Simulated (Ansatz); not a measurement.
CoSn in space group P6/mmm (No. 191; Co on 3f, Sn on 2d, Sn on 1a), a = b = 5.172 Å, c = 4.125 Å, α = β = 90.00°, γ = 120.00°.

Relaxed with LDA.

### Question
Which orbitals make up the states near the Fermi level in LDA (plane waves, PAW; program Ansatz)?

### Answer
Within 0.5 eV of the Fermi level: Co 3d 84 %, Sn 5p 11 %. Projections are on Löwdin-orthogonalised atomic valence shells; empty p or d shells of many metals are not among them.

### Question
Tabulate the density of states.

### Answer
States/eV per cell of 6 atoms, in 0.25 eV bins, energy from the Fermi level.

```tsv
E (eV)	total	Co 3d	Sn 5p	Sn 5s
-7.85	1.72	0.12	0.29	1.14
-7.60	1.88	0.19	0.30	1.26
-7.35	1.85	0.23	0.26	1.25
-7.10	1.82	0.25	0.19	1.27
-6.85	0.73	0.11	0.11	0.45
-6.60	0.48	0.08	0.08	0.28
-6.35	0.44	0.08	0.08	0.23
-6.10	0.62	0.10	0.19	0.22
-5.85	0.84	0.09	0.37	0.19
-5.60	0.84	0.10	0.42	0.15
-5.35	1.09	0.17	0.59	0.14
-5.10	2.02	0.40	1.14	0.20
-4.85	2.44	0.50	1.45	0.18
-4.60	2.17	0.48	1.27	0.16
-4.35	2.13	0.56	1.16	0.17
-4.10	2.57	0.82	1.28	0.21
-3.85	3.75	1.51	1.62	0.28
-3.60	3.95	1.87	1.56	0.23
-3.35	3.32	1.78	1.24	0.12
-3.10	3.71	1.97	1.37	0.15
-2.85	7.51	4.69	2.40	0.15
-2.60	5.69	3.42	1.97	0.08
-2.35	9.00	6.59	2.01	0.06
-2.10	13.31	10.96	1.92	0.09
-1.85	8.20	6.51	1.37	0.05
-1.60	8.78	7.25	1.23	0.03
-1.35	6.30	5.82	0.25	0.01
-1.10	5.65	5.28	0.14	0.01
-0.85	5.35	4.99	0.17	0.04
-0.60	14.61	13.84	0.36	0.17
-0.35	13.67	12.41	0.79	0.18
-0.10	5.22	4.25	0.64	0.17
0.15	2.30	1.45	0.68	0.09
0.40	2.62	1.53	0.89	0.12
0.65	5.28	3.74	1.25	0.17
0.90	3.42	1.90	1.18	0.22
1.15	3.54	1.80	1.28	0.30
1.40	2.83	1.33	1.11	0.23
1.65	2.03	0.85	0.88	0.16
1.90	2.08	0.75	0.95	0.21
2.15	2.21	0.70	1.04	0.29
2.40	1.92	0.58	0.86	0.32
2.65	1.87	0.51	0.85	0.34
2.90	2.03	0.49	0.97	0.37
3.15	2.70	0.55	1.34	0.42
3.40	2.30	0.46	1.13	0.35
3.65	2.64	0.44	1.35	0.31
3.90	2.51	0.41	1.35	0.25
4.15	2.97	0.42	1.60	0.25
4.40	3.14	0.37	1.64	0.23
4.65	2.90	0.31	1.50	0.17
```

Symmetry was held in the LDA relaxation; of distortions, only those at the zone centre were tested. No spin polarisation was allowed. Axis ratios of metals converge slowly with the k-mesh, so a and c are less sure than the volume. Scalar-relativistic: spin–orbit coupling is off unless named, which matters more the heavier the elements.

Potentials: the later of the program's two PAW sets.
